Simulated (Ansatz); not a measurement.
# Collinear states of CoO

Level of theory: Ansatz, DFT PBEsol, scalar-relativistic, plane waves, PAW.

```
Co O
1.0
     2.57246    0.00000    0.00000
     0.00000    2.57246    0.00000
     0.00000    0.00000    2.57246
Co O
1 1
Direct
  0.00000 0.00000 0.00000
  0.50000 0.50000 0.50000
```

```json
{
  "plane-wave cutoff": "420 eV",
  "Γ-centred k-mesh": "16×16×16",
  "occupation rule": "Gaussian smearing, 0.1 eV",
  "list of starting moments (μB, in atom order)": "3 0",
  "check for lower electronic states after the SCF": "off"
}
```

All runs keep this geometry, which isn't relaxed for the lowest state (largest force there 0.000 eV/Å, pressure -3.7 GPa) and needn't be a stable compound; relaxing each order would shift the differences by some 42 meV/atom, going by the pressures and a bulk modulus of about 150 GPa. A propagation vector, in units of the reciprocal vectors, doubles the cell, which takes an equally dense mesh. The large starts are 4.5 0 μB. The small starts are 0.5 0 μB. No Hubbard U is used, and semilocal functionals often make open-shell oxides metallic. Site moments are spin moments in atom-centred spheres that scale with the neighbour distance. The states are those that the runs reached from these starts; a lower one can exist.

**Question.** Starts tried: no spin; ferromagnetic; large parallel starting moments; antiferromagnetic, doubled cell, propagation vector (0, 0, 1/2); antiferromagnetic, doubled cell, propagation vector (0, 1/2, 1/2); antiferromagnetic, doubled cell, propagation vector (1/2, 1/2, 1/2); small parallel starting moments. Which state comes out lowest, and what are the moments?

**Answer.** The lowest state is antiferromagnetic, reached from the start “antiferromagnetic, doubled cell, propagation vector (0, 0, 1/2)”, with site moments (μB) Co +2.20, Co -2.20.

```tsv
start	ends	energy above lowest (meV/atom)	site moments (μB)	gap on mesh (eV)	P (GPa)
no spin	non-magnetic	264	none over 0.05	metal	-15.5
ferromagnetic	ferromagnetic	28.4	Co +2.47, O +0.49	metal	0.0
large parallel starting moments	ferromagnetic	28.4	Co +2.47, O +0.49	metal	0.0
antiferromagnetic, doubled cell, propagation vector (0, 0, 1/2)	antiferromagnetic	0.00	Co +2.20, Co -2.20	metal	-3.7
antiferromagnetic, doubled cell, propagation vector (0, 1/2, 1/2)	antiferromagnetic	109	Co +2.34, Co -2.34	metal	1.7
antiferromagnetic, doubled cell, propagation vector (1/2, 1/2, 1/2)	antiferromagnetic	17.4	Co +2.27, Co -2.27	0.15	-1.6
small parallel starting moments	ferromagnetic	28.4	Co +2.47, O +0.49	metal	0.0
```